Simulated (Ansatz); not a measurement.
Single point in Ansatz 0.2.0 with PBE, spin-orbit coupling. Cutoff 420 eV, PAW datasets, 7×7×4 Γ-centred k mesh, fermi-dirac filling (width 0.1 eV).

Computed maps in the lattice plane spanned by a (left to right, 3.69 Å, 11 points from zero) and b (bottom to top, 3.69 Å, 11 points from zero), 90° apart, at height 0.000 along c. The fields are smooth PAW ones with compensation charges, not the true ones near nuclei.

Valence density. Digits on a logarithmic scale: 0 up to 0.03 e/Å³, each further digit a factor of 1.6, 9 from 1.3 e/Å³ up:
```
99455665549
54445555444
55444444445
65544774455
66547997456
66547997456
65544774455
55444444445
54445555444
99455665549
99556666559
```

Task: The cell is LiPdCl. Which atoms lie within 0.2 Å of this plane, and where (fractions of a and b)?

Result: Li at (0.00, 0.00), Li at (0.50, 0.50). The whole cell:
```
Pd Li Cl
1.0
     3.69450    0.00000    0.00000
     0.00000    3.69450    0.00000
     0.00000    0.00000    6.26537
Pd Li Cl
2 2 2
Direct
  0.00000 0.50000 0.17000
  0.50000 0.00000 0.83000
  0.00000 0.00000 0.00000
  0.50000 0.50000 0.00000
  0.00000 0.50000 0.63000
  0.50000 0.00000 0.37000
```

The state carries no moments; the state need not be the lowest.

Origin: a known structure type with other elements, at an estimated volume, so it need not be a known compound. Caveats: atoms or cell far from equilibrium.
